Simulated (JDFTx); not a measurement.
An input for a modified build of JDFTx (Rh(111), linear PCM (GLSSA13), water, 1 M NaCl; bohr, hartree) and the course of its log:

```
lattice \
  5.0856823471 2.5428411736 0.0000000000 \
  0.0000000000 4.4043301034 0.0000000000 \
  0.0000000000 0.0000000000 42.7078104165
coords-type Lattice
ion Rh 0.0000000000 0.0000000000 -0.1458436600 0
ion Rh 0.3333333333 0.3333333333 -0.0486145530 0
ion Rh 0.6666666667 0.6666666667 0.0486145530 0
ion Rh 0.0000000000 0.0000000000 0.1458436600 0
ion-species pseudo/rh_pbe_v1.4.upf
elec-cutoff 20 100
elec-ex-corr gga-PBE
coulomb-interaction Slab 001
coulomb-truncation-embed 0 0 0
kpoint-folding 10 10 1
elec-smearing Fermi 0.01
elec-n-bands 41
target-mu -0.161330
electronic-scf nIterations 100 energyDiffThreshold 1e-07
fluid LinearPCM
pcm-variant GLSSA13
fluid-solvent H2O
fluid-cation Na+ 1
fluid-anion Cl- 1
fluid-minimize nIterations 400 knormThreshold 1e-11
wavefunction read f0.wfns
elec-initial-eigenvals f0.eigenvals
elec-initial-fillings read f0.fillings
fluid-initial-state f0.fluidState
dump-name f0_u0.$VAR
dump End State Ecomponents EigStats BandEigs Forces ElecDensity IonicPositions Fillings Kpoints Dtot FluidDebug BoundCharge FluidDensity
```

```
[one cycle in 5 is shown, and the last three; fluid-solver lines are left out]
	FillingsUpdate:  mu: -0.161330000  nElectrons: 63.186574
SCF: Cycle:  0   G: -309.810541514760189   dG: +6.765e+00   |Residual|: 2.940e-01   |deigs|: 8.852e-09
	FillingsUpdate:  mu: -0.161330000  nElectrons: 60.447476
SCF: Cycle:  5   G: -316.477360514147222   dG: -5.025e-02   |Residual|: 2.375e-02   |deigs|: 1.265e-03
	FillingsUpdate:  mu: -0.161330000  nElectrons: 60.068718
SCF: Cycle: 10   G: -316.576028733806936   dG: -4.987e-04   |Residual|: 1.829e-03   |deigs|: 7.198e-04
	FillingsUpdate:  mu: -0.161330000  nElectrons: 60.056421
SCF: Cycle: 15   G: -316.576092371872846   dG: -1.562e-06   |Residual|: 3.206e-04   |deigs|: 6.612e-04
	FillingsUpdate:  mu: -0.161330000  nElectrons: 60.059467
SCF: Cycle: 20   G: -316.576094763775131   dG: +3.215e-07   |Residual|: 9.482e-05   |deigs|: 6.329e-05
	FillingsUpdate:  mu: -0.161330000  nElectrons: 60.059009
SCF: Cycle: 25   G: -316.576095349324930   dG: -6.843e-07   |Residual|: 5.134e-05   |deigs|: 1.269e-05
	FillingsUpdate:  mu: -0.161330000  nElectrons: 60.056643
SCF: Cycle: 30   G: -316.576092916911932   dG: +2.546e-06   |Residual|: 1.704e-04   |deigs|: 1.198e-05
	FillingsUpdate:  mu: -0.161330000  nElectrons: 60.058804
SCF: Cycle: 35   G: -316.576095447424336   dG: -1.380e-06   |Residual|: 4.244e-05   |deigs|: 6.713e-06
	FillingsUpdate:  mu: -0.161330000  nElectrons: 60.058121
SCF: Cycle: 40   G: -316.576095357812221   dG: +1.053e-07   |Residual|: 3.855e-05   |deigs|: 6.111e-06
	FillingsUpdate:  mu: -0.161330000  nElectrons: 60.058726
SCF: Cycle: 45   G: -316.576095467415144   dG: -2.392e-07   |Residual|: 2.927e-05   |deigs|: 4.808e-06
	FillingsUpdate:  mu: -0.161330000  nElectrons: 60.058100
SCF: Cycle: 50   G: -316.576095363578986   dG: +8.850e-08   |Residual|: 3.765e-05   |deigs|: 1.424e-05
	FillingsUpdate:  mu: -0.161330000  nElectrons: 60.058560
SCF: Cycle: 55   G: -316.576095485351345   dG: -4.144e-08   |Residual|: 1.926e-05   |deigs|: 2.342e-06
	FillingsUpdate:  mu: -0.161330000  nElectrons: 60.057868
SCF: Cycle: 60   G: -316.576095076247384   dG: +4.020e-07   |Residual|: 7.231e-05   |deigs|: 5.958e-06
	FillingsUpdate:  mu: -0.161330000  nElectrons: 60.058749
SCF: Cycle: 65   G: -316.576095448357307   dG: -8.380e-07   |Residual|: 5.831e-05   |deigs|: 6.718e-06
	FillingsUpdate:  mu: -0.161330000  nElectrons: 60.058713
SCF: Cycle: 70   G: -316.576095462755518   dG: +2.657e-09   |Residual|: 4.220e-05   |deigs|: 1.697e-06
	FillingsUpdate:  mu: -0.161330000  nElectrons: 60.058651
SCF: Cycle: 75   G: -316.576095473854195   dG: -2.479e-07   |Residual|: 2.211e-05   |deigs|: 1.230e-05
	FillingsUpdate:  mu: -0.161330000  nElectrons: 60.057911
SCF: Cycle: 80   G: -316.576095073589727   dG: +3.966e-07   |Residual|: 8.114e-05   |deigs|: 4.612e-06
	FillingsUpdate:  mu: -0.161330000  nElectrons: 60.057563
SCF: Cycle: 85   G: -316.576094882723510   dG: +4.007e-07   |Residual|: 8.046e-05   |deigs|: 7.856e-06
	FillingsUpdate:  mu: -0.161330000  nElectrons: 60.058480
SCF: Cycle: 90   G: -316.576095359461590   dG: +7.190e-08   |Residual|: 8.650e-05   |deigs|: 9.150e-06
	FillingsUpdate:  mu: -0.161330000  nElectrons: 60.058891
SCF: Cycle: 95   G: -316.576095402618762   dG: -5.848e-07   |Residual|: 4.722e-05   |deigs|: 4.543e-06
	FillingsUpdate:  mu: -0.161330000  nElectrons: 60.058720
SCF: Cycle: 97   G: -316.576095440804238   dG: -9.055e-07   |Residual|: 5.986e-05   |deigs|: 7.351e-06
	FillingsUpdate:  mu: -0.161330000  nElectrons: 60.056578
SCF: Cycle: 98   G: -316.576092184528420   dG: +3.256e-06   |Residual|: 1.989e-04   |deigs|: 1.235e-05
	FillingsUpdate:  mu: -0.161330000  nElectrons: 60.058644
SCF: Cycle: 99   G: -316.576095463740330   dG: -3.279e-06   |Residual|: 3.695e-05   |deigs|: 1.261e-05
SCF: None of the convergence criteria satisfied after 100 iterations.
IonicMinimize: Iter:   0  G: -316.576095463740330  |grad|_K:  0.000e+00
IonicMinimize: Converged (|grad|_K<1.000000e-04).
```

This run gave no converged result. The loop ran out of cycles short of its threshold. It has stalled and not diverged: the last ten energies span 3e-06 Ha, so the total is near its end, but levels, forces and the electron count aren't shown converged.
